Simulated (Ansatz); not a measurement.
**K, one cell by several methods**

```
K
1.0
    -2.56564    2.61800    2.61800
     2.61800   -2.56564    2.61800
     2.61800    2.61800   -2.56564
K
1
Direct
  0.00000 0.00000 0.00000
```

Conventional cell: a = 7.331 Å, b = 7.331 Å, c = 4.625 Å, α = 90.00°, β = 90.00°, γ = 120.00°.

The geometry is COD entry 9011006, unchecked; take it as a test cell. The listed cell was then made from it by scaling, straining or moving an atom.

Methods: DFT, PBEsol, PAW with Ansatz's default frozen-core files, scalar-relativistic (Ansatz 0.2.0); DFT, PBEsol, all-electron LAPW, scalar-relativistic (Ansatz 0.2.0).

For PAW: a Γ-centred 10×10×10 k mesh, Fermi–Dirac smearing of 0.08 eV, cutoff 420 eV, no spin polarisation; the PAW files were made with PBE, and the program remakes their frozen cores for this functional. LAPW targets a basis error of 0.5 meV/atom. The Ansatz runs share mesh, smearing and spin set-up. Plane-wave (PAW) pressures include the program's estimate of the Pulay term.

Stress and pressure are positive in compression.

The change that made this cell: equal xy, yz and zx engineering shear strains of +2 %.

PAW results:

| quantity | PAW |
| --- | --- |
| pressure (GPa) | -0.03 |
| stress yz (GPa) | -0.05 |
| stress xz (GPa) | -0.05 |
| stress xy (GPa) | -0.05 |

Problem. What does all-electron LAPW give for the same quantities?

Solution. 
```
       quantity   LAPW
 pressure (GPa)  -0.03
stress yz (GPa)  -0.05
stress xz (GPa)  -0.05
stress xy (GPa)  -0.05
```
